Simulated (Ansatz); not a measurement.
Input and command of a plane-wave DFT calculation in Ansatz:

```yaml
crystal:
  lattice:
    - [6.4093603326, -2.4338704189, 0.0256614171]
    - [6.4093603326, 2.4338704189, 0.0256614171]
    - [-1.3440004176, 0.0, 5.3683113647]
  atoms:
    - { symbol: Ta, position: [0.8939388474, 0.3865977303, 0.2654197233] }
    - { symbol: Ta, position: [0.6134022697, 0.1060611526, 0.2345802767] }
    - { symbol: Ta, position: [0.1060611526, 0.6134022697, 0.7345802767] }
    - { symbol: Ta, position: [0.3865977303, 0.8939388474, 0.7654197233] }
    - { symbol: O, position: [0.896724584, 0.103275416, 0.25] }
    - { symbol: O, position: [0.103275416, 0.896724584, 0.75] }
    - { symbol: O, position: [0.3350168011, 0.4444745033, 1.02495382] }
    - { symbol: O, position: [0.5555254967, 0.6649831989, 0.47504618] }
    - { symbol: O, position: [0.6649831989, 0.5555254967, -0.02495382] }
    - { symbol: O, position: [0.4444745033, 0.3350168011, 0.52495382] }
    - { symbol: O, position: [0.8656121619, 0.7245022968, 0.3723445115] }
    - { symbol: O, position: [0.2754977032, 0.1343878381, 0.1276554885] }
    - { symbol: O, position: [0.1343878381, 0.2754977032, 0.6276554885] }
    - { symbol: O, position: [0.7245022968, 0.8656121619, 0.8723445115] }
basis:
  ecutwfc: 500
kpoints:
  mp_grid: { grid: [6, 6, 4] }
  band_path:
    path:
      - [[0.0, 0.0, 0.0], [-0.28823292, 0.28823292, 0.0]]
      - [[-0.71176708, -0.28823292, 0.0], [-0.5, -0.5, 0.0], [0.0, 0.0, 0.0], [-0.5, -0.5, 0.5], [-0.73293131, -0.26706869, 0.5]]
      - [[-0.26706869, 0.26706869, 0.5], [0.0, 0.0, 0.5], [0.0, 0.0, 0.0]]
      - [[-0.5, 0.0, 0.5], [0.0, 0.0, 0.0], [-0.5, 0.0, 0.0]]
    npoints: 10
hamiltonian:
  xc: r2scan
scf:
  occupations: { method: gaussian, width: 0.02 }
  n_extra_bands: 35
output:
  forces: true
  stress: true
  eigenvalues: true
  populations: true
  dos: { projected: true, de: 0.02, nscf_kmesh: { grid: [9, 9, 6] } }
  bader: false
  write_density: true
  write_potential: true
  elf: true
  volumetric_format: npy
```

```bash
ansatz run input.yaml --threads 4 --pin off --max-ram 10240MiB --backend cpu --events-out ev --progress --plain --runs-dir out
```

Processor: Intel(R) Xeon(R) Processor @ 2.50GHz (Skylake/Cascade Lake), 4 threads, on a host shared with other jobs.

**Question.** How long does it run, and how much memory does it take?

**Answer.** About 2.7 min on 4 threads of Intel(R) Xeon(R) Processor @ 2.50GHz (Skylake/Cascade Lake) (shared host), peak memory 2.2 GiB. It solves 91 bands at 47 k points (the mesh reduced by symmetry) with about 4243 plane waves, in 9 SCF iterations.
